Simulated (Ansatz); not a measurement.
BN (P6_3/mmc) was relaxed and computed twice in Ansatz (plane waves, PAW), once with LDA and once with r²SCAN+D4.

```json
[
 {"": "cell", "run 1": "a = b = 2.499 Å, c = 6.601 Å, α = β = 90.00°, γ = 120.00°", "run 2": "a = 2.4889 Å, b = 2.4889 Å, c = 6.4927 Å, α = 90.00°, β = 90.00°, γ = 120.00°"},
 {"": "gap (eV)", "run 1": "4.79", "run 2": "4.03"},
 {"": "ΔH_f (eV/atom)", "run 1": "-1.38", "run 2": "-1.46"},
 {"": "B₀ by P(V) fit (GPa)", "run 1": "31.5", "run 2": "27.3"},
 {"": "electron conductivity mass (mₑ)", "run 1": "0.63", "run 2": "0.64"}
]
```

Question: Which run used which functional?

Answer: Run 1 is r²SCAN+D4, run 2 is LDA.

Weakly bound layers, chains or molecules computed without a dispersion correction, so cells and soft constants are ill determined: BN, P6_3/mmc (B on 2c, N on 2d) with LDA. All cells were relaxed under the symmetry of their starts (and spin orders); stability against distortions was not tested throughout.

Potentials: the later of the program's two PAW sets.

Ansatz (an electronic-structure program) is a plane-wave DFT program.

Formation energies count from the lowest solids of the elements computed at the same level, not from gases.
